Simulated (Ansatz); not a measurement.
Pb$_{2}$Au: do energies and stresses tell the same story?

Level of theory: Ansatz 0.2.0, DFT r2SCAN, scalar-relativistic, plane waves, PAW.

Plane waves to 500 eV, a k mesh through Γ of 8×8×8 on the computed 6-atom cell and Gaussian smearing (0.10 eV); no spin polarisation.

Relaxed cell: I4/mcm, a = 7.403 Å, b = 7.403 Å, c = 5.738 Å, α = 90.00°, β = 90.00°, γ = 90.00°, 6 atoms in the primitive cell. Whether it is the stable form of this composition wasn't checked.

Energies at zero smearing and pressures from the stress tensor, at volumes with shape and atoms relaxed:
```tsv
V (Å³/atom)	E − E(first) (meV/atom)	P (GPa)
24.632	0.00	4.59
25.418	-16.11	2.08
26.204	-21.00	0.01
26.990	-16.59	-1.70
27.776	-4.55	-3.13
```

**Question.** Check P = −dE/dV between neighbouring volumes, and get the bulk modulus from the pressures alone.

**Answer.** With 1 eV/Å³ = 160.2 GPa:
```csv
middle V (Å³/atom),−ΔE/ΔV (GPa),mean P (GPa)
25.025,3.284,3.334
25.811,0.997,1.043
26.597,-0.899,-0.848
27.383,-2.455,-2.416
```

The two differ by 0.05 GPa at most. The mean of two end pressures misses the average over a step by about ΔV² P″/12, up to 0.04 GPa here; with that taken off 0.02 GPa remains. Around V = 26.204 Å³/atom, the two neighbours give B = −V ΔP/ΔV = 26.204 × 3.78 / 1.572 = 63.1 GPa, against B0 = 62.9 GPa from the Birch–Murnaghan fit of the energies.

Spin–orbit coupling is left out, which can shift energies with elements as heavy as these.